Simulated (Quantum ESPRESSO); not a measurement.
Mg8Se6S2, a curve over strain

Computed values, not a measurement. The program is pw.x of Quantum ESPRESSO 7.5 (plane-wave density functional theory). The cell is made up: 16 atoms on a doubled zincblende/diamond lattice, with randomly drawn elements, strain and displacements, not relaxed. PseudoDojo standard norm-conserving files (v0.5 for PBE, v0.4.1 for LDA and PBEsol) set the functional; there is no spin polarisation, spin-orbit coupling or dispersion term, and the masses in the input are unused placeholders.

Seven runs add a strain to one cell (shear xy, as the tensor component); the atoms follow the cell and are not relaxed. Stress in the table is positive in tension.

Input of the run at -0.0032:

```
&control calculation='scf', pseudo_dir='./dojo.nc.sr.pbe.v0_5.standard.upf', outdir='./o', disk_io='low', tprnfor=.true., tstress=.true. /
&system ibrav=0, nat=16, ntyp=3, nbnd=100, ecutwfc=85.99341389, nosym=.true., tot_charge=0,
 occupations='smearing', smearing='fd', degauss=0.0018374661
/
&electrons conv_thr=7.350e-09, electron_maxstep=60, /
ATOMIC_SPECIES
Mg 1.0 Mg.upf
S 1.0 S.upf
Se 1.0 Se.upf
CELL_PARAMETERS angstrom
5.706 -0.0797 -0.0375
-0.08 5.8093 -0.0217
-0.0749 -0.0432 11.4705
ATOMIC_POSITIONS angstrom
Mg 0.0246 -0.0249 0.0754
Mg -0.1318 2.9442 2.8084
Mg 2.8873 -0.0648 2.8306
Mg 2.692 2.8446 -0.0339
Mg 0.0996 0.0827 5.5425
Mg -0.0594 2.866 8.6142
Mg 2.7221 0.0426 8.5686
Mg 2.784 2.9194 5.5985
Se 1.354 1.4496 1.4927
Se 1.4563 4.3045 4.3142
Se 4.2167 1.3776 4.2313
Se 4.2112 4.3465 1.4863
S 1.2927 1.3187 7.1705
Se 1.4259 4.2887 10.0063
Se 4.1469 1.4107 10.0123
S 4.2676 4.2351 7.1276
K_POINTS automatic
4 4 2 1 1 1
```

| added strain | free energy less that of the input shown (eV) | stress xx (GPa) | stress yy (GPa) | stress zz (GPa) | stress xy (GPa) | pressure (GPa) | iterations |
| --- | --- | --- | --- | --- | --- | --- | --- |
| -0.0215 | 0.0832 | -5.96 | -6.05 | -5.78 | -1.94 | 5.93 | 11 |
| -0.0132 | 0.0214 | -5.94 | -6.02 | -5.75 | -0.98 | 5.90 | 11 |
| -0.0032 | 0.0000 | -5.97 | -6.06 | -5.76 | 0.17 | 5.93 | 11 |
| +0.0076 | 0.0414 | -6.08 | -6.17 | -5.83 | 1.42 | 6.03 | 11 |
| +0.0114 | 0.0719 | -6.13 | -6.23 | -5.88 | 1.87 | 6.08 | 11 |
| +0.0135 | 0.0928 | -6.17 | -6.26 | -5.91 | 2.11 | 6.11 | 11 |
| +0.0200 | 0.1728 | -6.29 | -6.40 | -6.01 | 2.87 | 6.23 | 11 |

A cubic fit gives a slope of stress xy against the added strain of 116 GPa at zero added strain, with the atoms clamped. Across the table the free energy follows the integral of the stress to within 0.5 meV. A rerun of one of the cells at a cutoff of 1467 eV and k mesh 6 x 6 x 4 moved values by no more than 0.007 eV in energy, 0.02 GPa in stress and 0.009 eV/Å in force.